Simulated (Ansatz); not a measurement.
Crystals of one structure type (CsCl type) and one family of elements, relaxed and computed with the program Ansatz at the r²SCAN level (PAW).

| crystal | V (Å³/atom) | B₀ by P(V) fit (GPa) |
|---|---|---|
| TaN | 10.22 | 337 |
| NbP | 15.00 | 195 |
| TaAs | 16.37 | ? |
| NbAs | 16.52 | 174 |

Problem. Fit a straight line to ln B₀ against ln V and predict the withheld value.

Solution. Least squares on the 3 shown rows: ln B₀ = -1.39 × ln V + (9.049), with a scatter of 1 %. For TaAs this gives 175. The run itself gave 191, outside the scatter: the line misses something about this case.

Constructed cells (a structure type filled with these elements, in neither database checked): TaN, CsCl type; NbP, CsCl type; TaAs, CsCl type; NbAs, CsCl type. Not the usual ambient phase: TaN, CsCl type; TaAs, CsCl type. All cells were relaxed under the symmetry of their starts (and spin orders); stability against distortions was not tested throughout. Rows with no word on spin ran without spin polarisation. Scalar-relativistic: spin–orbit coupling is off unless named, which matters more the heavier the elements.

Potentials: the later of the program's two PAW sets.
